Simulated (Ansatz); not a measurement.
Values for one crystal, relaxed and computed with the program Ansatz at the r²SCAN level (PAW); other levels are named.

- Volume per atom = 13.61 Å³
- Electronic character = metallic (no gap)
- Formation energy from the elements (no fitted shifts) = -0.19 eV/atom
- Density of states at the Fermi level = 0.37 states/eV per atom (mean over ±0.08 eV)

Task: Which of these materials gives this?
A. Al3Pt2, La2O3 or Ni2Al3 type
B. LaPt5, P6/mmm (La on 1a, Pt on 2c, Pt on 3g)
C. ScCu2, MoSi2 or CaC2 type
D. CuPt, R-3m (Cu on 3a, Pt on 3b)

Result: D, CuPt, R-3m (Cu on 3a, Pt on 3b)

The first step of the workflow began from a Materials Project structure, measured or hypothetical; the Crystallography Open Database copy checked does not list it. With Cu and Pt taken as one species the cell has the higher symmetry Fm-3m, so it may be an ordered model of a mixed-site phase. Whether it is the stable phase at ambient conditions was not checked. Symmetry was held in the r²SCAN relaxation; its stability against distortions is not shown here. The run is not spin-polarised. The references are the lowest solids computed at this level, not always the standard phases. Scalar-relativistic: spin–orbit coupling is off unless named, which matters more the heavier the elements.

Potentials: the later of the program's two PAW sets.
